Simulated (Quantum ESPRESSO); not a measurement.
```xyz
2
Lattice="0.0000 2.9048 2.9048 2.9048 0.0000 2.9048 2.9048 2.9048 0.0000" Properties=species:S:1:pos:R:3 pbc="T T T"
S      4.3573     4.3573     4.3573
Hg     0.0000     0.0000     0.0000
```

Cell and atoms were relaxed with LDA from Materials Project entry mp-1123, within its symmetry.

Q: What does LDA (Quantum ESPRESSO, PseudoDojo norm-conserving, 60 Ry, scalar-relativistic) give for the electronic structure near the Fermi level?

A: At this level the gap is closed or nearly so: along the path the highest valence and lowest conduction bands touch, or overlap by less than 0.6 eV, a zero-gap or semimetallic result; the valence top lies at Γ, the conduction bottom at Γ. Semilocal functionals close the gaps of some narrow-gap semiconductors, so this alone doesn't show that the compound has none. Spin-orbit coupling is left out, which matters for elements this heavy: edges can move by tenths of an eV.

This is not the ordinary phase of the substance.
